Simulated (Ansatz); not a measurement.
NbSi₂ in space group P6_222 (No. 180; Nb on 3d, Si on 6j) under volume change, the program Ansatz at the PBEsol level (PAW), shape and atoms relaxed at each volume.

| V (Å³/atom) | E − E(relaxed) (meV/atom) | P (GPa) |
|---|---|---|
| 13.088 | 79.9 | 21.46 |
| 13.519 | 33.6 | 13.15 |
| 13.951 | 8.0 | 6.06 |
| 14.382 | 0.0 | 0.01 |
| 14.814 | 7.1 | -5.15 |
| 15.245 | 27.0 | -9.54 |
| 15.677 | 57.9 | -13.28 |

Problem. What does a third-order Birch–Murnaghan fit give for V₀, B₀ and B′?

Solution. V₀ = 14.38 Å³/atom, B₀ = 186 GPa, B′ = 4.3.

The cell was relaxed with PBEsol under the symmetry of its start; of distortions, only those at the zone centre were tested. The run is not spin-polarised.

Potentials: the later of the program's two PAW sets.
